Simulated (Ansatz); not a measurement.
This cell of TiSi$_{2}$ (C49 type, space group Cmcm) is off equilibrium:

```xyz
6
Lattice="1.7633 -6.7584 0.0000 1.7633 6.7584 0.0000 0.0000 0.0000 3.5652" Properties=species:S:1:pos:R:3 pbc="T T T"
Si     1.7633    -5.9699     2.6739
Si     1.7633     5.9699     1.0833
Si     1.7633     3.3752     2.6739
Si     1.7633    -3.3752     0.8913
Ti     1.7633    -1.3949     2.6739
Ti     1.7633     1.3949     0.8913
```

These are r2SCAN (plane waves to 500 eV, PAW, scalar-relativistic; Ansatz, an electronic-structure program) values and carry that method's errors. k mesh 11×11×11 (Γ-centred), Fermi-Dirac smearing 0.05 eV. The energy includes the smearing's −TS. Compression counts positive. With partly filled bands, energies and forces of such displacements shift with the k mesh and the smearing. This is one of several known forms of TiSi2; the measured ambient cells at hand have space group No. 70. TiSi2 is run without spin polarisation. TiSi2 was relaxed with its symmetry unable to fall.

Q: What forces act on the atoms (eV/Å, Cartesian)?

A: 
```json
[
 {"atom": "Si1", "Fx": "0.000", "Fy": "0.394", "Fz": "1.249"},
 {"atom": "Si2", "Fx": "0.000", "Fy": "-0.271", "Fz": "-2.880"},
 {"atom": "Si3", "Fx": "0.000", "Fy": "-0.011", "Fz": "-0.032"},
 {"atom": "Si4", "Fx": "0.000", "Fy": "0.004", "Fz": "0.043"},
 {"atom": "Ti5", "Fx": "0.000", "Fy": "-0.102", "Fz": "1.513"},
 {"atom": "Ti6", "Fx": "0.000", "Fy": "-0.014", "Fz": "0.108"}
]
```

Q: Give the stress tensor in GPa and the pressure.

A: 
```
    1.4      0.0      0.0
    0.0      1.3      2.3
    0.0      2.3      1.5
```
The pressure, a third of the trace, is 1.4 GPa.

Q: In it atom 2 sits (0.000, 0.000, 0.192) Å away from its relaxed site. What is its energy relative to the relaxed cell?

A: 275 meV/cell.

(A displaced cell: forces are minus the slopes of the energy, force constants its curvatures, and phonons follow from these.)
